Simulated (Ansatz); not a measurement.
**Convergence test, In3Se**

These are results of Ansatz, DFT PBEsol, scalar-relativistic, plane waves, PAW, not measurements.

```cif
data_structure
_symmetry_space_group_name_H-M 'P 1'
_symmetry_Int_Tables_number 1
_cell_length_a 4.7937
_cell_length_b 4.8028
_cell_length_c 4.7743
_cell_angle_alpha 90.401
_cell_angle_beta 89.915
_cell_angle_gamma 90.025
_cell_volume 109.92
loop_
_atom_site_label
_atom_site_type_symbol
_atom_site_fract_x
_atom_site_fract_y
_atom_site_fract_z
_atom_site_occupancy
In1 In 0.99830 0.50594 0.49040 1
In2 In 0.49168 0.99627 0.49233 1
In3 In 0.49981 0.49805 0.99648 1
Se1 Se 0.99399 0.99647 0.98962 1
```

```json
{"plane-wave cutoff": "420 eV", "occupation rule": "Gaussian smearing, 0.1 eV", "spin treatment": "unpolarised"}
```

The atoms stay fixed while the k-point mesh is varied. ΔE is the energy extrapolated to zero smearing, less that of the reference run (6×6×6). The cell was strained and its atoms displaced at random, so that forces don't vanish. The meshes are Γ-centred. Pressure is positive in compression.

Times are rough; the reference took 35 s on 1 thread of Arm Neoverse V2, with other jobs on the host, peak memory 0.53 GiB.

```tsv
mesh	ΔE (meV/atom)	P (GPa)	largest change of a force component (eV/Å)	irreducible points	wall time (s)
1×1×1	623	3.51	0.105	1	0.95
2×2×2	213	0.57	0.090	8	2
4×4×4	10.5	-2.53	0.005	36	11
6×6×6	0.00	-2.70	0.000	112	35
```